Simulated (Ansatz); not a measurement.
The relaxed structure here is a generated cell of AlNi: the first start was made by a random draw of sites in a space group, and the end was not matched to a known phase here, so it may be hypothetical. Known forms of AlNi include space group No. 221.

One stationary structure of AlNi. The numbers are results of PBE (plane waves to 420 eV, PAW, scalar-relativistic; Ansatz, a first-principles code), not measurements.

```cif
data_AlNi
_chemical_formula_sum 'Al1 Ni1'
_space_group_name_H-M_alt 'P 1'
_space_group_IT_number 1
_cell_length_a 3.43505
_cell_length_b 3.43505
_cell_length_c 3.43505
_cell_angle_alpha 60.000
_cell_angle_beta 60.000
_cell_angle_gamma 60.000
loop_
_space_group_symop_operation_xyz
  'x, y, z'
loop_
_atom_site_label
_atom_site_type_symbol
_atom_site_fract_x
_atom_site_fract_y
_atom_site_fract_z
_atom_site_occupancy
Al1 Al 0.50000 0.50000 0.50000 1
Ni1 Ni 0.00000 0.00000 0.00000 1
```

### Question
Determine the symmetry and give the standard cell with its independent sites.

### Answer
Space group Fm-3m (No. 225); a = 4.858 Å, b = 4.858 Å, c = 4.858 Å, α = 90.00°, β = 90.00°, γ = 90.00°

| atom | site | symmetry | x | y | z |
|---|---|---|---|---|---|
| Al | 4b | m-3m | 0.5000 | 0.5000 | 0.5000 |
| Ni | 4a | m-3m | 0.0000 | 0.0000 | 0.0000 |

This is the rock salt type.

### Question
Give the shortest distances between elements (the closest pairs, up to four, under 3.6 Å).

### Answer
Al–Ni 2.43 Å; Al–Al 3.44 Å; Ni–Ni 3.44 Å.

* **Volume per atom**: 14.33 Å³
* **Density**: 4.96 g/cm³
* **Band gap**: zero (metallic)
* **Magnetic moment**: zero (the starting moments vanished)

No spin polarisation in the result: the starting moments vanished. A magnetic state may lie lower.

The run could not lose the symmetry of its start: the end is stationary, and may be a saddle point rather than a minimum.

All atoms sit on sites fixed by symmetry, so only the cell could relax.
